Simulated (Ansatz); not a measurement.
## Calculated quadrupolar parameters for Ti at a changed volume

The cell is an entry of the Crystallography Open Database (COD), relaxed with PBE at fixed cell and then changed (volume scaled by 0.94, ions relaxed).

```
CELL_PARAMETERS angstrom
2.88978 0.00000 0.00000
-1.44489 2.50262 0.00000
0.00000 0.00000 4.59034
ATOMIC_POSITIONS crystal
Ti 0.33333 0.66667 0.25000
Ti 0.66667 0.33333 0.75000
```

Atom numbers follow the list; atoms alike are taken as one site, whose name carries the number of the first.

Method: Kohn–Sham DFT in Ansatz, PBE, plane waves and PAW, scalar-relativistic, 420 eV cutoff, Γ-centred 18×18×10 k-points, Fermi–Dirac smearing 0.05 eV.

V_zz is the principal component of the electric field gradient with the largest magnitude, η = (V_xx − V_yy)/V_zz and C_Q = eQV_zz/h. ν_Q = 3|C_Q|/[2I(2I − 1)].

⁴⁷Ti: I = 5/2, Q = 302.0 mb. Q values from Pyykkö, Mol. Phys. 116, 1328 (2018).

Q: Which values are expected at the nuclei?

A: 

```csv
site,atoms (order as listed),first shell,C_Q (MHz),η,ν_Q (MHz)
Ti,"1, 2",12 Ti at 2.84–2.89 Å,15.6,0.00,2.33
```

An axis of threefold or higher order runs through Ti, so V_zz lies along it and η is zero.

The run finds no gap above 0.1 eV (a metal, or nearly one), so the gradients can move by 10 % or more with the k-mesh. At this changed cell the PBE pressure is 6 GPa.
